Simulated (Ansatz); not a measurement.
SnS in space group P4_2/mmc (No. 131; Sn on 2c, S on 2e) at seven volumes, PBE in the plane-wave PAW code Ansatz, shape and atoms relaxed at each. One row is withheld.

| V (Å³/atom) | P (GPa) |
|---|---|
| 25.273 | 3.02 |
| 26.107 | 1.77 |
| 26.940 | 0.79 |
| 27.773 | 0.01 |
| 28.606 | ? |
| 29.439 | -1.36 |
| 30.273 | -1.72 |

**Question.** Fit the shown pressures and predict the withheld one.

**Answer.** P = (3/2)B₀(x^(7/2) − x^(5/2))[1 + (3/4)(B′ − 4)(x − 1)] with x = (V₀/V)^(2/3). Least squares on the six rows gives V₀ = 27.730 Å³/atom, B₀ = 25.3 GPa, B′ = 5.35. At V = 28.606, x = 0.9795 and P = -0.72 GPa. The run itself gave -0.75 GPa.

A made-up cell: these elements were put on the sites of a structure type; neither database checked (COD, Materials Project) lists it. It is not the phase usual at ambient conditions (space group No. 62). The cell was relaxed with PBE under the symmetry of its start; whether a distortion lowers the energy is not shown. Spin–orbit coupling is left out wherever it is not named.

Potentials: the later of the program's two PAW sets.
